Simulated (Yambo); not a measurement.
Yambo run on MoF$_{6}$ (space group Im-3m, No. 229). The wavefunctions are PBEsol (pw.x of Quantum ESPRESSO, ONCV potentials, without SOC) ones on a 2×2×2 mesh (28 occupied bands); a = 5.4860 Å, b = 5.4860 Å, c = 5.4860 Å, α = 109.47°, β = 109.47°, γ = 109.47°.

Yambo input:

```
rim_cut
gw0
dyson
el_el_corr
HF_and_locXC
ppa
em1d
RandQpts= 1000000
RandGvec= 1 Ry
EXXRLvcs= 84 Ry
VXCRLvcs= 336 Ry
Chimod= "HARTREE"
% BndsRnXp
 2 | 187 |
%
NGsBlkXp= 7 Ry
% LongDrXp
 1.0 | 1.0 | 1.0 |
%
PPAPntXp= 27.2114 eV
% GbndRnge
 1 | 123 |
%
GTermKind= "BG"
DysSolver= "n"
ExtendOut
% QPkrange
 1 | 1 | 28 | 28 |
 2 | 2 | 28 | 29 |
%
```

k points by index: 1 = Γ, 2 = N.

Table of the .qp output:

```
#    K-point    Band    Eo [eV]    E [eV]    E-Eo [eV]    Vxc [eV]    Vnlxc [eV]    Sc|Eo [eV]    Sc|E [eV]    dSc/dw|Eo [eV]    Re(Z)    Im(Z)
#
    1    28    0.000000    -1.903589    -1.903589    -22.82486    -30.30839    5.063400    5.579941    -7.383147    0.786578    -0.001478
    2    28    -0.077494    -1.986261    -1.908767    -22.66190    -30.16337    5.074733    5.592703    -7.383533    0.786569    -0.001375
    2    29    4.313232    6.770275    2.457043    -20.43673    -15.07720    -2.409837    -2.902491    -5.455476    0.832989    -0.002594
```
(The two width columns are left out.) Convergence of these settings isn't established.

Geometry of the Materials Project entry, not relaxed at this level.

The structure is a Materials Project entry; no match was found in the copy of COD used, and its stability was not checked.
